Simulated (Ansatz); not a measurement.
NaTcO4:
```cif
data_Na2O8Tc2
_chemical_formula_sum 'Tc2 Na2 O8'
_space_group_name_H-M_alt 'P 1'
_space_group_IT_number 1
_cell_length_a 6.93318
_cell_length_b 6.93318
_cell_length_c 6.93318
_cell_angle_alpha 135.020
_cell_angle_beta 135.020
_cell_angle_gamma 65.499
loop_
_space_group_symop_operation_xyz
  'x, y, z'
loop_
_atom_site_label
_atom_site_type_symbol
_atom_site_fract_x
_atom_site_fract_y
_atom_site_fract_z
_atom_site_occupancy
Tc1 Tc 0.75000 0.25000 0.50000 1
Tc2 Tc 0.00000 0.00000 0.00000 1
Na1 Na 0.25000 0.75000 0.50000 1
Na2 Na 0.50000 0.50000 0.00000 1
O1 O 0.53471 0.39978 0.60017 1
O2 O 0.14978 0.04961 0.36507 1
O3 O 0.79961 0.93454 0.39983 1
O4 O 0.68454 0.78471 0.63493 1
O5 O 0.21529 0.85022 0.89983 1
O6 O 0.60022 0.20039 0.13493 1
O7 O 0.95039 0.31546 0.10017 1
O8 O 0.06546 0.46529 0.86507 1
```

Relaxed with r²SCAN.

Problem. Tabulate the valence density and the electron localisation function along the shortest Na–O contact (2.51 Å), the program Ansatz at the r²SCAN level (PAW).

Solution. 

```
distance from Na (Å)  density (e/Å³)   ELF
--------------------  --------------  ----
0.25                           15.32  0.36
0.38                            9.86  0.53
0.50                            4.78  0.61
0.63                            1.64  0.61
0.75                            0.48  0.44
0.88                            0.20  0.15
1.00                            0.10  0.02
1.13                            0.08  0.01
1.26                            0.10  0.07
1.38                            0.15  0.33
1.51                            0.26  0.65
1.63                            0.47  0.79
1.76                            0.86  0.84
1.88                            1.62  0.86
2.01                            2.99  0.84
2.13                            4.79  0.77
2.26                            6.42  0.60
```

The density is the valence pseudo-density with augmentation charge, so density and ELF within about 1 Å of a nucleus are not all-electron values.

Space group I4_1/a. The workflow started from an entry of the Crystallography Open Database (COD, 296 K). Its standing as an ambient phase is unchecked. The cell was relaxed with r²SCAN under the symmetry of its start; whether a distortion lowers the energy is not shown. The run is not spin-polarised.

Potentials: the later of the program's two PAW sets (Tc and Pm come from another file).
